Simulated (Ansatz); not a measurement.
Input, command and steps of an Ansatz relaxation.

```yaml
crystal:
  lattice:
    - [4.4752719618, 0.0, 0.0]
    - [0.0, -2.5837994718, 4.5791074062]
    - [0.0, -5.1675989437, -4.5791074062]
  atoms:
    - { symbol: B, position: [0.9915110162, 0.9980973171, 0.0021074052] }
    - { symbol: Al, position: [0.4980004027, 0.5043165813, 0.4960735936] }
    - { symbol: Al, position: [0.5034263384, 0.4987188146, 0.9994744477] }
    - { symbol: B, position: [0.0025406497, 0.0028779999, 0.4953369674] }
    - { symbol: B, position: [0.496378239, 0.9988550052, 0.2523151387] }
    - { symbol: Al, position: [0.0041245982, 0.5000976808, 0.7500337969] }
    - { symbol: Al, position: [0.5008630808, 0.9951068122, 0.7540557789] }
    - { symbol: B, position: [0.9987019096, 0.496379417, 0.2478896276] }
    - { symbol: O, position: [0.692090934, 0.4981212969, 0.7479371572] }
    - { symbol: O, position: [0.1964137558, 0.0019383632, 0.2507772491] }
    - { symbol: O, position: [0.1489932812, 0.6502474772, 0.9043138724] }
    - { symbol: O, position: [0.6495314477, 0.1565102154, 0.4030376126] }
    - { symbol: O, position: [0.6546307247, 0.8435813256, 0.0943667523] }
    - { symbol: O, position: [0.1585888405, 0.3461023155, 0.5939018024] }
    - { symbol: O, position: [0.3090578974, 0.4973134766, 0.2479569348] }
    - { symbol: O, position: [0.8056078992, 0.0053815694, 0.7489778685] }
    - { symbol: O, position: [0.8451628294, 0.353052385, 0.0947102405] }
    - { symbol: O, position: [0.340450664, 0.8530334696, 0.5976074591] }
    - { symbol: O, position: [0.3447880969, 0.1502656155, 0.8988193422] }
    - { symbol: O, position: [0.8438272924, 0.650708809, 0.4031080111] }
  symmetry: { detect: false }
basis:
  ecutwfc: 420
kpoints:
  mp_grid: { grid: [3, 3, 2], shift: [0.0, 0.0, 0.5] }
hamiltonian:
  xc: pbesol
scf:
  occupations: { method: gaussian, width: 0.1 }
  lower_state_search: "off"
output:
  forces: true
  stress: true
  eigenvalues: true
relax:
  adjacent_minimum: "off"
  f_tol: 0.04
  max_steps: 50
  cell: { stress_tol: 0.3 }
```

```bash
ansatz run input.yaml --threads 4 --pin off --max-ram 9216MiB --backend cpu --events-out ev --progress --plain --runs-dir out
```

Computed with DFT PBEsol, scalar-relativistic, plane waves, PAW in Ansatz 0.2.0.

Of 20 frames 10 are shown, positions in Å and forces in eV/Å; the SCF threshold varies from step to step. Steps run on the plane waves of an earlier cell, with a Pulay correction in the pressure. The basis is chosen afresh for the last frame, the zero of the energies, and can be on the way; energy and pressure step there, also at an unchanged geometry. Here that happened at step 16 (-9 meV/atom, 1.5 GPa); the frames before carry an error of that size. The mark taken_back stands on steps that the optimiser undid.

```xyz
20
Lattice="4.4753 0.0000 0.0000 0.0000 -2.5838 4.5791 0.0000 -5.1676 -4.5791" Properties=species:S:1:pos:R:3:forces:R:3 pbc="T T T" step=1 free_energy_over_end_meV_per_atom=1407.18 pressure_GPa=50.77
B     4.4373   -2.5898    4.5607    0.7630    0.3940   -0.1150
Al    2.2287   -3.8666    0.0377   -0.6780    0.0160   -0.2840
Al    2.2530   -6.4535   -2.2930   -1.1120    0.2000   -0.0680
B     0.0114   -2.5671   -2.2550    1.2210   -0.3980    0.0480
B     2.2214   -3.8847    3.4185    1.4540    0.4130    0.2540
Al    0.0185   -5.1680   -1.1445   -3.2780    4.6920    0.1250
Al    2.2415   -6.4678    1.1038    0.4270    4.0450   -2.8310
B     4.4695   -2.5635    1.1379    1.3870   -0.9700    0.1390
O     3.0973   -5.1521   -1.1439  -20.4090   -0.0310    0.3030
O     0.8790   -1.3009   -1.1395   -3.2420    0.0820   -0.2100
O     0.6668   -6.3532   -1.1634   12.4250  -24.2070    0.8950
O     2.9068   -2.4871   -1.1289    1.9150   -0.2120   -1.2590
O     2.9297   -2.6673    3.4307    1.3890   -0.2660    1.5170
O     0.7097   -3.9633   -1.1347    9.6890   19.4340   -0.8190
O     1.3831   -2.5663    1.1418   -0.2130   -0.0760    0.1270
O     3.6053   -3.8843   -3.4050   25.5390   -0.0210    0.7710
O     3.7823   -1.4016    1.1830   -0.1180    2.1390   -1.3380
O     1.5236   -5.2923    1.1696  -12.6240   19.9250    1.6350
O     1.5430   -5.0330   -3.4277  -14.9310  -23.9920    0.0750
O     3.7764   -3.7644    1.1338    0.3970   -1.1670    1.0350
20
Lattice="4.4618 0.0013 -0.0095 -0.0105 -2.5352 4.2682 0.0082 -5.2343 -4.3606" Properties=species:S:1:pos:R:3:forces:R:3 pbc="T T T" step=3 free_energy_over_end_meV_per_atom=402.11 pressure_GPa=14.16
B     4.5564   -2.5566    4.2622    0.7410    0.5820    0.0780
Al    2.1704   -3.7828   -0.0513    0.3390    0.1340    0.0250
Al    2.1839   -6.5885   -2.2188    0.1070   -0.1610   -0.2120
B     0.1660   -2.5638   -2.1720    1.0840   -0.1460    0.5060
B     2.3169   -3.8442    3.1794    0.3580    0.0610    0.0240
Al   -0.0461   -5.1927   -1.1349    0.0420    0.7810   -0.2210
Al    2.1421   -6.4674    0.9538    0.9200    0.6580   -0.4870
B     4.4571   -2.5668    1.0367   -1.0330   -0.0700    0.0040
O     2.8079   -5.2078   -1.1190   -3.6070    0.1990    0.0470
O     0.9170   -1.3082   -1.0932    0.1580   -0.0590   -0.1880
O     0.7301   -6.5898   -1.0168    1.7340   -4.5830    0.6720
O     3.0617   -2.4997   -1.2119   -0.6490    0.3140    0.0360
O     3.0534   -2.6356    3.3139   -0.5310   -0.5230   -0.0920
O     0.7130   -3.7620   -1.2370    1.4030    3.7010   -0.7400
O     1.3561   -2.5712    1.0451    0.6330    0.0460    0.0870
O     3.7646   -3.9371   -3.2932    3.5090   -0.3410    0.0780
O     3.7673   -1.3463    1.0417   -0.1190   -0.5600    0.3780
O     1.3115   -5.0855    1.0563   -2.2300    3.3420    0.2570
O     1.3297   -5.2992   -3.3289   -2.7110   -3.8950    0.0340
O     3.7669   -3.7885    1.0463   -0.1470    0.5200   -0.2880
20
Lattice="4.5454 0.0140 -0.0058 -0.0140 -2.6532 4.2395 -0.0102 -5.3777 -4.2798" Properties=species:S:1:pos:R:3:forces:R:3 pbc="T T T" step=5 free_energy_over_end_meV_per_atom=254.55 pressure_GPa=1.38
B     4.6996   -2.5332    4.3273   -1.2490    2.2240    1.3680
Al    2.1929   -3.8321   -0.0530    0.9880    0.0810    0.4150
Al    2.1352   -6.8651   -2.1212    1.1550   -0.2220   -0.4040
B     0.4562   -2.5526   -2.0169    1.1880    1.5580    1.2120
B     2.3588   -4.0129    3.1522    0.9510    0.1130    0.1060
Al   -0.0687   -5.3339   -1.1551   -0.3820    0.4180   -0.8300
Al    2.1661   -6.7110    0.9477    0.6850    0.1820   -0.4130
B     4.4666   -2.6560    1.0472    0.3160    0.1120    0.0600
O     2.7261   -5.3517   -1.0975    0.4640   -0.0650    0.2770
O     0.9647   -1.3887   -1.1209   -0.4900   -0.7930   -0.8250
O     0.7369   -6.8897   -0.8610    0.4800   -0.5330   -0.3370
O     3.0941   -2.5341   -1.2024   -0.4290   -0.2680    0.0330
O     3.0293   -2.8032    3.3236   -0.5510    0.0680   -0.2310
O     0.7791   -3.7660   -1.2911   -0.0970   -0.2520    0.1050
O     1.3458   -2.6593    1.0460   -0.8600    0.0640   -0.0220
O     3.9055   -4.1670   -3.2887   -0.6130   -1.5490   -0.4990
O     3.7954   -1.4623    1.1829   -0.6170   -0.2080    0.6300
O     1.3057   -5.1664    1.0321   -0.2610   -0.5360   -0.2330
O     1.2271   -5.5314   -3.1854    0.2030   -0.3790    0.3370
O     3.8267   -3.8624    0.9506   -0.8820   -0.0150   -0.7490
20
Lattice="4.6242 0.0115 0.0365 0.0307 -2.6475 4.2954 -0.0506 -5.4731 -4.3960" Properties=species:S:1:pos:R:3:forces:R:3 pbc="T T T" step=7 free_energy_over_end_meV_per_atom=154.27 pressure_GPa=0.94
B     4.7993   -2.2166    4.6073    0.4530   -0.5390   -0.4660
Al    2.2357   -3.8862   -0.0436    0.6640    0.4280    0.1140
Al    2.1462   -7.0021   -2.2182    0.9150   -1.0360   -0.0410
B     0.7405   -2.5369   -1.9683    0.6280   -0.3910    0.0920
B     2.5312   -4.0440    3.2297   -0.0320   -0.2530   -0.3920
Al   -0.0808   -5.3831   -1.4440   -0.7190    0.5870   -1.4420
Al    2.1867   -6.7872    0.7978    0.7460    0.9080   -1.3200
B     4.4972   -2.6947    1.0866   -0.4280   -0.6270   -0.3100
O     2.7998   -5.4893   -1.0634    0.2960   -0.5800    0.4170
O     1.0828   -1.4614   -1.1995   -0.3120    0.1420   -0.1220
O     0.7383   -6.9598   -0.9167   -0.7000    0.3400    0.9990
O     3.1441   -2.5867   -1.1781   -0.2090    0.0160    0.1690
O     3.0596   -2.7934    3.3763   -0.3390    0.4860    0.2880
O     0.8431   -3.8183   -1.3356   -0.2660   -0.7070   -0.0930
O     1.2844   -2.6849    1.0449   -0.0560    0.2770    0.1740
O     3.8462   -4.3941   -3.2728   -0.1690   -0.1510    0.7710
O     3.8127   -1.5212    1.3245   -0.1610    0.3700    0.4440
O     1.3029   -5.2459    0.9924    0.1980   -0.6080    0.3800
O     1.1786   -5.6152   -3.2374   -0.4740    0.8510    0.1220
O     3.8246   -3.8782    0.8560   -0.0350    0.4860    0.2140
20
Lattice="4.6990 -0.0174 0.0700 0.0817 -2.6322 4.4180 -0.0516 -5.4358 -4.5147" Properties=species:S:1:pos:R:3:forces:R:3 pbc="T T T" step=9 free_energy_over_end_meV_per_atom=60.77 pressure_GPa=-0.85
B     5.0210   -2.0741    4.8428   -0.3800   -0.3510    0.1970
Al    2.2955   -3.8744    0.0136   -0.2070    0.4600   -0.3610
Al    2.2004   -7.0029   -2.2587   -0.2390   -0.9640    0.0100
B     0.9841   -2.6460   -2.0113    0.2690    0.0530    0.2600
B     2.6225   -4.0285    3.3559   -0.8460   -0.2460   -0.1260
Al   -0.1508   -5.3405   -1.7881   -0.4100   -0.3040   -0.2680
Al    2.3537   -6.7069    0.4716    1.4480   -0.2340   -1.2380
B     4.5452   -2.7066    1.1835   -0.0980   -0.1390   -0.1040
O     2.9110   -5.5919   -0.9287    0.4240    0.2640   -0.3940
O     1.1338   -1.5004   -1.2649   -0.2850   -0.1730   -0.3840
O     0.7363   -6.8638   -0.9071   -0.5250    0.5000    0.4470
O     3.1737   -2.5853   -1.1144   -0.1010    0.1920    0.4680
O     3.0289   -2.7246    3.5515   -0.1530    0.1580    0.2960
O     0.8983   -3.8813   -1.3553   -0.3780   -0.5680    0.4090
O     1.2559   -2.6593    1.0937    0.4700    0.4150    0.2830
O     3.8713   -4.4562   -3.2418    0.0620    0.1580   -0.4800
O     3.8844   -1.5173    1.5382    0.4210    0.3450   -0.0290
O     1.4039   -5.2789    1.0459    0.6100   -0.4730    0.5700
O     1.2067   -5.4922   -3.3295   -0.0740    0.7440   -0.1610
O     3.8440   -3.8298    0.9159   -0.0080    0.1650    0.6050
20
Lattice="4.7993 -0.0355 0.0546 0.0764 -2.6149 4.5202 -0.0148 -5.3357 -4.5799" Properties=species:S:1:pos:R:3:forces:R:3 pbc="T T T" step=12 free_energy_over_end_meV_per_atom=10.50 pressure_GPa=-0.14
B     5.2856   -1.9366    4.9430   -0.3070   -0.0800    0.2100
Al    2.3423   -3.8616    0.0862   -0.0270   -0.0150    0.0260
Al    2.2417   -6.9134   -2.3346    0.0560    0.0500   -0.1040
B     1.1394   -2.7628   -2.0372    0.1020    0.0110   -0.0090
B     2.4446   -3.9838    3.4898    0.1320    0.0370   -0.1270
Al   -0.1687   -5.3184   -1.9202   -0.0610    0.0950    0.0450
Al    2.6560   -6.6983    0.2925    0.2620    0.1500    0.0210
B     4.6153   -2.6820    1.2655    0.0300    0.1850    0.0370
O     3.0358   -5.4504   -1.0124    0.0100    0.0880    0.0510
O     1.0379   -1.5323   -1.4037   -0.1230   -0.1310   -0.0200
O     0.7691   -6.6699   -0.9216   -0.0580   -0.0300   -0.0270
O     3.0796   -2.4893   -0.8801   -0.0320   -0.1700    0.0320
O     2.9244   -2.6773    3.5846   -0.0580   -0.0380   -0.0420
O     0.8558   -3.9257   -1.3135    0.0900    0.1460    0.0370
O     1.2356   -2.6114    1.1379    0.0120   -0.0760   -0.0250
O     4.1096   -4.3252   -3.3838   -0.0210    0.0130   -0.1420
O     3.9810   -1.4533    1.6167    0.1130   -0.1400   -0.0200
O     1.7274   -5.3759    1.1711   -0.0870    0.0260    0.1430
O     1.3643   -5.3357   -3.4534   -0.0210    0.0700   -0.0450
O     3.8590   -3.7679    1.1034   -0.0110   -0.1890   -0.0400
20
Lattice="4.7924 -0.0248 0.0528 0.0683 -2.6179 4.5287 -0.0254 -5.3188 -4.5756" Properties=species:S:1:pos:R:3:forces:R:3 pbc="T T T" step=14 free_energy_over_end_meV_per_atom=9.62 pressure_GPa=0.07
B     5.2571   -1.9414    4.9562   -0.0260   -0.0360    0.0380
Al    2.3289   -3.8510    0.0956    0.0080    0.0220    0.0230
Al    2.2281   -6.8765   -2.3445    0.0140   -0.0090   -0.0310
B     1.1450   -2.7491   -2.0289   -0.0300    0.0420    0.0100
B     2.4305   -3.9745    3.4877   -0.0030    0.0530   -0.0430
Al   -0.1830   -5.2932   -1.8951   -0.0270   -0.0090   -0.0260
Al    2.6321   -6.6708    0.2936    0.0430   -0.0220   -0.0110
B     4.6119   -2.6782    1.2681    0.0000    0.0300    0.0210
O     3.0126   -5.4217   -1.0043   -0.0110    0.0030    0.0210
O     1.0237   -1.5204   -1.3978    0.0070   -0.0530    0.0110
O     0.7386   -6.6534   -0.8980    0.0180   -0.0070    0.0100
O     3.0635   -2.4844   -0.8816   -0.0070   -0.0400   -0.0250
O     2.9078   -2.6681    3.5747   -0.0080    0.0090    0.0120
O     0.8531   -3.9077   -1.3038    0.0070    0.0000   -0.0010
O     1.2386   -2.6154    1.1427    0.0130   -0.0150   -0.0090
O     4.0801   -4.3143   -3.3782    0.0190    0.0280   -0.0130
O     3.9834   -1.4533    1.6220    0.0260   -0.0030    0.0000
O     1.7111   -5.3606    1.1872   -0.0100   -0.0100    0.0400
O     1.3552   -5.3198   -3.4487   -0.0310    0.0540   -0.0210
O     3.8621   -3.7706    1.0936   -0.0030   -0.0360   -0.0050
20
Lattice="4.7957 -0.0265 0.0562 0.0728 -2.6175 4.5286 -0.0270 -5.3178 -4.5753" Properties=species:S:1:pos:R:3:forces:R:3 pbc="T T T" step=16 free_energy_over_end_meV_per_atom=0.83 pressure_GPa=1.50
B     5.2649   -1.9409    4.9597    0.0130    0.0010   -0.0130
Al    2.3326   -3.8509    0.0984   -0.0090   -0.0030   -0.0020
Al    2.2318   -6.8766   -2.3425   -0.0120    0.0060    0.0050
B     1.1429   -2.7497   -2.0243    0.0010   -0.0140   -0.0070
B     2.4364   -3.9755    3.4850    0.0030    0.0040    0.0080
Al   -0.1832   -5.2924   -1.8968    0.0070    0.0010   -0.0020
Al    2.6395   -6.6710    0.2968   -0.0270   -0.0010    0.0010
B     4.6185   -2.6786    1.2720   -0.0080   -0.0100    0.0000
O     3.0156   -5.4223   -1.0009    0.0020    0.0010   -0.0040
O     1.0227   -1.5230   -1.3912   -0.0010    0.0050   -0.0040
O     0.7415   -6.6533   -0.8990   -0.0090    0.0100   -0.0090
O     3.0632   -2.4886   -0.8880   -0.0060    0.0010    0.0020
O     2.9135   -2.6696    3.5763    0.0050    0.0020   -0.0010
O     0.8526   -3.9094   -1.3004    0.0040    0.0020    0.0000
O     1.2429   -2.6165    1.1457    0.0090   -0.0030   -0.0070
O     4.0827   -4.3101   -3.3751    0.0020   -0.0060    0.0170
O     3.9897   -1.4534    1.6231    0.0090    0.0080    0.0010
O     1.7148   -5.3608    1.1920    0.0020    0.0030   -0.0030
O     1.3528   -5.3153   -3.4485    0.0080   -0.0090    0.0140
O     3.8675   -3.7703    1.0944    0.0080    0.0030    0.0040
20
Lattice="4.8313 -0.0482 0.0884 0.1182 -2.6316 4.5400 -0.0348 -5.3335 -4.5797" Properties=species:S:1:pos:R:3:forces:R:3 pbc="T T T" step=18 free_energy_over_end_meV_per_atom=0.92 pressure_GPa=0.07 taken_back
B     5.3443   -1.9560    4.9932    0.0900   -0.0730    0.1530
Al    2.3713   -3.8723    0.1163    0.0280   -0.1000   -0.0480
Al    2.2642   -6.9451   -2.3063    0.0400    0.1310    0.0270
B     1.1549   -2.7688   -2.0144    0.0140   -0.1180   -0.0780
B     2.4967   -4.0107    3.5144    0.0240    0.0560    0.0960
Al   -0.1588   -5.3179   -1.9118   -0.0430    0.0600   -0.1000
Al    2.7019   -6.7036    0.3313   -0.0030   -0.0430    0.0700
B     4.6714   -2.7084    1.3102   -0.0960    0.0530   -0.0120
O     3.0715   -5.4552   -0.9721   -0.0260   -0.0330   -0.0190
O     1.0400   -1.5445   -1.3800   -0.0200    0.0470    0.0080
O     0.7761   -6.6742   -0.9063   -0.0270    0.0080   -0.1120
O     3.0853   -2.5040   -0.8685    0.0070   -0.0330    0.0360
O     2.9656   -2.6998    3.6156   -0.0100   -0.0160   -0.0390
O     0.8739   -3.9328   -1.2968    0.0260    0.0400    0.0390
O     1.2639   -2.6340    1.1695    0.0440    0.0070   -0.0300
O     4.1044   -4.3396   -3.3553   -0.0400   -0.0020   -0.0300
O     4.0365   -1.4823    1.6576   -0.0090   -0.0420    0.0030
O     1.7639   -5.3872    1.2074   -0.0250    0.0510    0.0460
O     1.3366   -5.3141   -3.4535    0.0130   -0.0390   -0.0180
O     3.9102   -3.7915    1.1174    0.0130    0.0450    0.0090
20
Lattice="4.8339 -0.0447 0.0831 0.1108 -2.6274 4.5352 -0.0333 -5.3346 -4.5802" Properties=species:S:1:pos:R:3:forces:R:3 pbc="T T T" step=20 free_energy_over_end_meV_per_atom=0.00 pressure_GPa=0.03
B     5.3508   -1.9560    4.9855    0.0070    0.0240    0.0100
Al    2.3700   -3.8719    0.1148   -0.0050   -0.0080   -0.0010
Al    2.2577   -6.9229   -2.3153    0.0080    0.0040   -0.0070
B     1.1580   -2.7726   -2.0175    0.0000    0.0050    0.0170
B     2.4867   -4.0024    3.5077    0.0070    0.0080    0.0250
Al   -0.1690   -5.3144   -1.9113    0.0050    0.0020   -0.0080
Al    2.7054   -6.7055    0.3257   -0.0240    0.0090   -0.0110
B     4.6677   -2.6979    1.3011   -0.0100    0.0080    0.0000
O     3.0633   -5.4542   -0.9806    0.0070    0.0030   -0.0010
O     1.0389   -1.5447   -1.3865    0.0000    0.0010   -0.0030
O     0.7682   -6.6750   -0.9130   -0.0130   -0.0150    0.0090
O     3.0829   -2.5010   -0.8672   -0.0030   -0.0060   -0.0030
O     2.9556   -2.6916    3.6022    0.0030   -0.0020    0.0070
O     0.8720   -3.9331   -1.2970    0.0000   -0.0150   -0.0010
O     1.2591   -2.6253    1.1626    0.0170   -0.0120    0.0000
O     4.1170   -4.3418   -3.3614    0.0020    0.0090   -0.0110
O     4.0318   -1.4738    1.6501    0.0040   -0.0030    0.0030
O     1.7637   -5.3880    1.2026    0.0140    0.0030   -0.0160
O     1.3508   -5.3211   -3.4535   -0.0110   -0.0070   -0.0040
O     3.9103   -3.7842    1.1117   -0.0080   -0.0090   -0.0040
```

Time: 33 s on 4 threads of AMD EPYC 9R45 (Zen 5), on a shared host, peak memory 0.66 GiB.

The k mesh is coarse.